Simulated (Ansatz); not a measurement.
TaO2 (rutile, P4_2/mnm) at seven volumes, the program Ansatz at the LDA level (PAW), shape and atoms relaxed at each. One row is withheld.

| V (Å³/atom) | P (GPa) |
|---|---|
| 10.373 | 33.60 |
| 10.715 | 20.54 |
| 11.057 | 9.44 |
| 11.399 | -0.01 |
| 11.741 | ? |
| 12.083 | -14.78 |
| 12.425 | -20.45 |

Task: Fit the shown pressures and predict the withheld one.

Result: Third-order Birch–Murnaghan: P = (3/2)B₀(x^(7/2) − x^(5/2))[1 + (3/4)(B′ − 4)(x − 1)] with x = (V₀/V)^(2/3). Least squares on the six rows gives V₀ = 11.400 Å³/atom, B₀ = 288.3 GPa, B′ = 4.48. At V = 11.741, x = 0.9805 and P = -7.95 GPa. The run itself gave -8.01 GPa.

The first step of the workflow began from a Materials Project structure, measured or hypothetical; the Crystallography Open Database copy checked does not list it. Whether it is the stable phase at ambient conditions was not checked. Symmetry was held in the LDA relaxation; whether a distortion lowers the energy is not shown. No spin polarisation was allowed. Spin–orbit coupling is left out wherever it is not named.

Potentials: the later of the program's two PAW sets.
